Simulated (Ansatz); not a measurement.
ZnSe:
```xyz
8
Lattice="6.5090 0.0000 0.0000 0.0000 4.1237 0.0000 0.0000 0.0000 6.9251" Properties=species:S:1:pos:R:3 pbc="T T T"
Zn     0.9158     1.0309     2.6949
Zn     2.3387     3.0928     6.1575
Zn     5.5932     3.0928     4.2302
Zn     4.1704     1.0309     0.7676
Se     4.9396     1.0309     3.0565
Se     4.8239     3.0928     6.5191
Se     1.5694     3.0928     3.8686
Se     1.6851     1.0309     0.4060
```

Relaxed with r²SCAN+D4.

Q: Give the Bader charges and basin volumes of the independent atoms, plane-wave PAW r²SCAN+D4 (Ansatz code).

A: 

```tsv
atom	Bader charge (e)	Bader volume (Å³)
Zn1	+0.85	14.4
Se5	-0.85	32.1
```

Space group Pnma. The start of the workflow was typed in or built on a structure type; neither database checked (COD, Materials Project) lists it. It is not the phase usual at ambient conditions (space group No. 216). The cell was relaxed with r²SCAN+D4 under the symmetry of its start; whether a distortion lowers the energy is not shown.

Potentials: the earlier of the program's two PAW sets. The files were generated under PBE; for other functionals the program regenerates the frozen cores, and for LDA and PBEsol the local potential too.
